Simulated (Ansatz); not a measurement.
Ti4H3NS8:
```
CELL_PARAMETERS angstrom
      6.83264     0.00000     0.00000
     -3.41632     5.91724     0.00000
      0.00000     0.00000     8.63785
ATOMIC_POSITIONS crystal
  S  0.33364 0.16682 0.02657
  S  0.33333 0.66667 0.02530
  S  0.83318 0.16682 0.02657
  S  0.83318 0.66636 0.02657
  Ti 0.00000 0.00000 0.18900
  Ti 0.00117 0.50058 0.18975
  Ti 0.49942 0.99883 0.18975
  Ti 0.49942 0.50058 0.18975
  S  0.16661 0.33323 0.35078
  S  0.16661 0.83339 0.35078
  S  0.66667 0.33333 0.35163
  S  0.66677 0.83339 0.35078
  N  0.00000 0.00000 0.66761
  H  0.15831 0.07916 0.71234
  H  0.92084 0.07916 0.71234
  H  0.92084 0.84169 0.71234
```

Relaxed with r²SCAN+D4. Special points in fractions of this cell's reciprocal vectors: Γ (0.000, 0.000, 0.000); M (0.500, 0.000, 0.000); K (0.333, 0.333, 0.000); A (0.000, 0.000, 0.500); L (0.500, 0.000, 0.500); H (0.333, 0.333, 0.500).

Problem. List the band energies nearest the valence-band maximum at these points for DFT-r²SCAN+D4 in the program Ansatz with PAW potentials.

Solution. In eV from the valence-band maximum; about four levels below and three above (degenerate sets whole), none deeper than 8.9 eV; points with the same levels are listed once.

```csv
k,below,above
Γ,-1.49 -1.49 -0.40 0.00 0.00,0.32 0.32 0.33
M,-1.25 -1.24 -1.03 -0.51,0.64 0.67 1.26 1.27
K,-1.25 -1.07 -1.06 -0.58,1.04 1.04 1.05
A,-1.47 -0.77 0.00 0.00,0.33 0.33 0.33
L,-1.24 -1.05 -1.02 -0.71,0.64 0.65 1.26
H,-1.08 -1.07 -1.05 -0.71,1.04 1.05 1.06
```

Space group P3m1. A made-up cell: these elements were put on the sites of a structure type; neither database checked (COD, Materials Project) lists it. Whether it is the stable phase at ambient conditions was not checked. The cell was relaxed with r²SCAN+D4 under the symmetry of its start; its stability against distortions is not shown here. No spin polarisation was allowed.

Potentials: the later of the program's two PAW sets.
